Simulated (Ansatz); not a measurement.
**InF3 single point**

Input file of Ansatz 0.2.0:

```yaml
crystal:
  lattice:
    - [1.422016, -4.449058, 0.0]
    - [0.0, 2.45178, -3.97555]
    - [6.248877, 4.449058, 0.0]
  atoms:
    - { symbol: F, position: [0.8333, 0.75, 0.75] }
    - { symbol: F, position: [0.25, 0.3333, 0.75] }
    - { symbol: F, position: [0.6667, 0.1667, 0.75] }
    - { symbol: F, position: [0.1667, 0.25, 0.25] }
    - { symbol: F, position: [0.75, 0.6667, 0.25] }
    - { symbol: F, position: [0.3333, 0.8333, 0.25] }
    - { symbol: In, position: [0.0, 0.0, 0.0] }
    - { symbol: In, position: [0.5, 0.5, 0.5] }
  symmetry: { tolerance: 0.0003 }
kpoints:
  mp_grid: { grid: [8, 8, 8], shift: [0, 0, 0] }
magnetization:
  spin_polarized: false
scf:
  occupations: { method: fermi_dirac, width: 0.096 }
  lower_state_search: "off"
  max_iter: 200
hamiltonian:
  pseudopotentials: { kind: paw }
  xc: r2scan
basis:
  ecutwfc: 500
  fft_grid_basis: typed
output:
  forces: true
  stress: true
  eigenvalues: true
  bader: true
  populations: true
  elf: true
  write_potential: true
  volumetric_format: npy
  dos:
    e_range: [-12, 8]
    de: 0.05
    projected: { site_lists: { F: [F], In: [In] } }
checkpoint:
  read: saved_state
```

The run starts from an earlier solution of this cell. 

Excerpt of what it printed:

```
Pseudopotentials: kind: paw
Pseudopotential: F, paw, valence charge 7, recommended cutoff 500 eV (meta_gga), F.paw.azcp
Pseudopotential: In, paw, valence charge 13, recommended cutoff 500 eV (meta_gga), In.paw.azcp
Functional definition: r2SCAN
  exchange = r2scan_x(k0 = k0, k1 = k1, a1 = a1)
  correlation = r2scan_c
Crystal: 8 atoms, lattice volume = 135.679 Å³
Basis set: ecut = 500 eV, 3447 PW (Γ), exchange–correlation on 144×144×240 points (64 copies of the dense FFT grid, shifted against one another)
Bands: 42, of which v1, the nominal top of the filled ones, is band 34 counted from 1 (33 counted from 0)
Symmetry: 12 space group operations
Space group: R-3c (ITA 167), of the structure as read, at distance tolerance 1.5e-3 Å
k-points: 65 of 512
Initial density: read from a saved state, or passed on in memory by an earlier SCF of this step, an earlier step, the calling program or the single point that the run made first
Functional: x = r2scan, c = r2scan; τ floored in thin density (d = 2e-4 eV/Å³)
SCF iter   1: F=-16080.5827 eV  Δρ=8.73e-4  dr2=1.96e-4  dr2_τ=2.00e-3
SCF iter   2: F=-16080.5830 eV  Δρ=4.13e-4  dr2=2.68e-5  dr2_τ=7.61e-5
SCF iter   3: F=-16080.5830 eV  Δρ=1.55e-4  dr2=6.96e-6  dr2_τ=1.01e-5
SCF iter   4: F=-16080.5830 eV  Δρ=4.82e-5  dr2=1.47e-6  dr2_τ=5.31e-7
SCF iter   5: F=-16080.5830 eV  Δρ=9.16e-6  dr2=3.06e-8  dr2_τ=3.32e-8
Free energy (F): -16080.5830 eV
Harris-Foulkes:  -16080.5830 eV  (|F-HF|=8.95e-8)
Internal energy: -16080.5715 eV  (E = F + TS)
E sigma→0 (E₀):  -16080.5773 eV
Entropy (-TS):   -0.0115 eV (-1.436 meV/atom)
Fermi energy:    2.1025 eV
--- Stress (GPa, compression-positive) ---
      -39.6172     -14.5014      -8.9432
      -14.5014       1.1184      -2.8585
       -8.9432      -2.8585       3.9905
  P = ⅓ Tr σ = -11.5028 GPa (-115.028 kbar)
--- Löwdin populations: 8 sites ---
  site symbol       q [e]
     0      F      7.4859
     1      F      7.4859
     2      F      7.4859
     3      F      7.4859
     4      F      7.4859
     5      F      7.4859
     6     In     11.4508
     7     In     11.4508
  spilling = 0.0027 (of n_electrons = 68.0000)
```

Origin: a database entry at a rescaled volume. Caveats: atoms or cell far from equilibrium.
